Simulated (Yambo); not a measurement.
Quantum ESPRESSO input (LDA, PseudoDojo standard norm-conserving files, scalar-relativistic) whose wavefunctions are converted with p2y:

```
&CONTROL
  calculation = 'nscf'
  pseudo_dir = './pseudo'
  outdir = './out'
/
&SYSTEM
  ibrav = 0
  nat = 2
  ntyp = 1
  ecutwfc = 32.0
  ecutrho = 128.0
  occupations = 'fixed'
  force_symmorphic = .true.
  nbnd = 149
/
&ELECTRONS
  conv_thr = 2e-09
  diago_full_acc = .true.
  diago_thr_init = 1e-08
/
ATOMIC_SPECIES
Si 28.0850 Si.upf
CELL_PARAMETERS angstrom
  0.000000000000   2.697549728000   2.697549728000
  2.697549728000   0.000000000000   2.697549728000
  2.697549728000   2.697549728000   0.000000000000
ATOMIC_POSITIONS crystal
Si   0.750000000000   0.750000000000   0.750000000000
Si   0.500000000000   0.500000000000   0.500000000000
K_POINTS automatic
4 4 4 0 0 0
```

Yambo's initialisation report on symmetry, reciprocal space, the k grid and the gaps on this mesh:

```
  [02.02] Symmetries
  ==================

  Inversion symmetry    : yes
  Spatial inversion     : no
  Inversion index       :  25
  K-space Time-reversal : yes
  Magnetic symmetries   : no
  Time-reversal derived K-space symmetries:   25   48
  Group table correct   : yes
  Symmetries units      :  [cc]

  [02.03] Reciprocal space
  ========================

  nG shells         :  115
  nG charge         :   6423
  nG WFs            :  1107
  nC WFs            :   869
  G-vecs. in first 11 shells:  [ Number ]
     1    9   15   27   51   59   65   89  113
   137  169
  ...
  Shell energy in first 11 shells:  [ mHa ]
    0.00000      569.711      759.614      1519.23      2088.94      2278.84      3038.46      3608.17      3798.07
    4557.69      5127.40
  ...

  [02.04] K-grid lattice
  ======================

  Compatible Grid is   : 3D
  Base K vectors       :  K_min[ 1 ]  K_min[ 2 ]  K_min[ 3 ]
  K_min[ 1 ] :  0.000000  0.250000  0.000000 [rlu]
  K_min[ 2 ] :  0.250000  0.000000  0.000000 [rlu]
  K_min[ 3 ] :  0.000000  0.000000 -0.250000 [rlu]
  Grid dimensions      :   4   4   4
  K lattice UC volume  :  0.014629 [a.u.]

  IBZ K-points                                      :   8
  BZ  K-points                                      :   64

  K/Q-points units:
  rlu = crystal or reduced units; cc = cartesian coordinates; iku = interal k-units

  K [1]          [rlu]:  0.000000  0.000000  0.000000
         WF components:   869
  K [2]          [rlu]:  0.000000  0.000000  0.250000
         WF components:   815
  K [3]          [rlu]:  0.000000  0.000000 -0.500000
         WF components:   796
  K [4]          [rlu]:  0.000000  0.250000  0.250000
         WF components:   833
  K [5]          [rlu]:  0.000000  0.250000 -0.500000
         WF components:   808
  K [6]          [rlu]:  0.000000  0.250000 -0.250000
         WF components:   804
  K [7]          [rlu]:  0.000000 -0.500000 -0.500000
         WF components:   790
  K [8]          [rlu]:  0.250000 -0.500000 -0.250000
         WF components:   792

  [02.05] Energies & Occupations
  ==============================

  [X] === General ===
  [X] Electronic Temperature                        :  0.000000  0.000000 [eV K]
  [X] Bosonic    Temperature                        :  0.000000  0.000000 [eV K]
  [X] Finite Temperature mode                       : no
  [X] El. density                                   :  0.20378E+24 [cm-3]
  [X] Fermi Level                                   :  6.243128 [eV]

  [X] === Gaps and Widths ===
  [X] Conduction Band Min                           :  0.581721 [eV]
  [X] Valence Band Max                              :  0.000000 [eV]
  [X] Filled Bands                                  :   4
  [X] Empty Bands                                   :    5  149
  [X] Direct Gap                                    :  2.543170 [eV]
  [X] Direct Gap localized at k                     :  1
  [X] Indirect Gap                                  :  0.581721 [eV]
  [X] Indirect Gap between kpts                     :   1   7
  [X] Last valence band width                       :  3.956285 [eV]
  [X] 1st conduction band width                     :  3.615647 [eV]
```
The gaps are LDA values on this mesh alone; only operations without fractional translations are kept.

Geometry relaxed with LDA.
